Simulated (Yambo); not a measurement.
G0W0@LDA for KScS₂O₈ (space group C2/m, No. 12) in Yambo. Reference settings: 2×2×1 Γ-centred k mesh, bands 2 to 277 and a 7 Ry block in the screening, 277 bands in G with the Bruneval-Gonze terminator, plasmon pole fitted at 27.2 eV. The LDA gap (-0.5, -0.5, 0) → (-0.5, -0.5, 0) on this mesh is 4.19 eV; G0W0 gaps are taken between the same points.

The settings were changed. The gap went from 8.00 eV to 8.13 eV, and the shift of the valence edge from -1.37 eV to -1.08 eV.

Task: Which change was made?
A) 75 bands in W, 75 bands in G, 3 Ry block
B) 75 bands in W, 75 bands in G, 2 Ry block
C) 217 bands in W, 217 bands in G, no terminator
D) 75 bands in W, 75 bands in G, 4 Ry block

Result: C, 217 bands in W, 217 bands in G, no terminator. The others gave (gap, valence shift): 75 bands in W, 75 bands in G, 2 Ry block: 9.24, -1.81 eV; 75 bands in W, 75 bands in G, 3 Ry block: 8.67, -1.48 eV; 75 bands in W, 75 bands in G, 4 Ry block: 8.52, -1.36 eV.

Geometry of the Materials Project entry, not relaxed at this level; primitive cell a = 5.044 Å, b = 5.044 Å, c = 8.183 Å, α = 93.94°, β = 93.94°, γ = 64.31°.

The structure is a Materials Project entry; no match was found in the copy of COD used, and its stability was not checked.

A shift is the quasiparticle energy of the state minus its LDA energy.
